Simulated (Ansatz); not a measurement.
Crystals of one structure type (CsCl type) and one family of elements, relaxed and computed with DFT-LDA in the program Ansatz with PAW potentials.

```csv
crystal,K_Hill (GPa),G_Hill (GPa)
LaAg,64.4,13.1
YCu,85.7,?
ScAg,102,33.1
YAu,105,34.7
ScCu,108,45.6
ScAu,127,40.3
```

Q: Fit a straight line to ln G against ln K and predict the withheld value.

A: Least squares on the 5 shown rows: ln G = 1.85 × ln K + (-5.072), with a scatter of 14.7 %. For YCu this gives 23.6. The run itself gave 39.1, a miss of 39.6 % of that, well beyond the scatter: the line misses something about this case.

Standing as an ambient phase not checked: LaAg, CsCl type; YCu, CsCl type; ScAg, CsCl type; YAu, CsCl type; ScCu, CsCl type; ScAu, CsCl type. All cells were relaxed under the symmetry of their starts (and spin orders); stability against distortions was not tested throughout. Rows with no word on spin ran without spin polarisation. Spin–orbit coupling is left out wherever it is not named.

Potentials: the later of the program's two PAW sets.
